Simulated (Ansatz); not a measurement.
## Sr (fcc)

Computed with Ansatz (plane waves, PAW, 420 eV cutoff): PBE, scalar-relativistic, no spin polarisation, Γ-centred 12×12×12 mesh, 0.05 eV Gaussian smearing; PAW files: Ansatz's generated set soft_2.

```cif
data_structure
_symmetry_space_group_name_H-M 'P 1'
_symmetry_Int_Tables_number 1
_cell_length_a 4.2557
_cell_length_b 4.2557
_cell_length_c 4.2557
_cell_angle_alpha 60.000
_cell_angle_beta 60.000
_cell_angle_gamma 60.000
_cell_volume 54.50
loop_
_atom_site_label
_atom_site_type_symbol
_atom_site_fract_x
_atom_site_fract_y
_atom_site_fract_z
_atom_site_occupancy
Sr1 Sr 0.00000 0.00000 0.00000 1
```

Path: Γ–X–U | K–Γ–L–W–X, with Γ = (0.000, 0.000, 0.000), X = (0.500, 0.000, 0.500), U = (0.625, 0.250, 0.625), K = (0.375, 0.375, 0.750), L = (0.500, 0.500, 0.500), W = (0.500, 0.250, 0.750) in reciprocal vectors of the calculation's cell.

**Question.** Is it a metal or an insulator, and if it has a gap, where are the band edges on this path?

**Answer.** A metal: bands cross the Fermi level.

Bands as a text map, energy in eV from the Fermi level (dashes), each leg drawn with the same width:
```
  4.86 |      ****  **                ****            **
  4.57 |    ***  **   **** *         *    *  *          
  4.29 |   *      **                       **        *  
  4.00 | **        *******  *       *                   
  3.71 |**   *      **       *******                *   
  3.43 |              **  *  *                     *    
  3.14 |  * *           *  **                           
  2.86 |   *             ****               *     *     
  2.57 |  **                 *   ***      ** *   *      
  2.29 |**                  * ***   ******    ***       
  2.00 |                   * *   *       *              
  1.71 |  * *                     *       *             
  1.43 |   * *            * *              *            
  1.14 |      *****        *       *        *        ***
  0.86 |    *      ********         *        *   ****   
  0.57 |     *                       *        *****     
  0.29 |      ***********                    *     *****
  0.00 |--------------***-------------************------
 -0.29 |            **                            **    
 -0.57 |       *****     *                 *        ****
 -0.86 |      *                          **             
 -1.14 |                              ***               
 -1.43 |     *            *                             
 -1.71 |                             *                  
 -2.00 |    *                                           
 -2.29 |                   *        *                   
 -2.57 |                           *                    
 -2.86 |   *                *                           
        Γ      X      UK       Γ       L       W       X
```
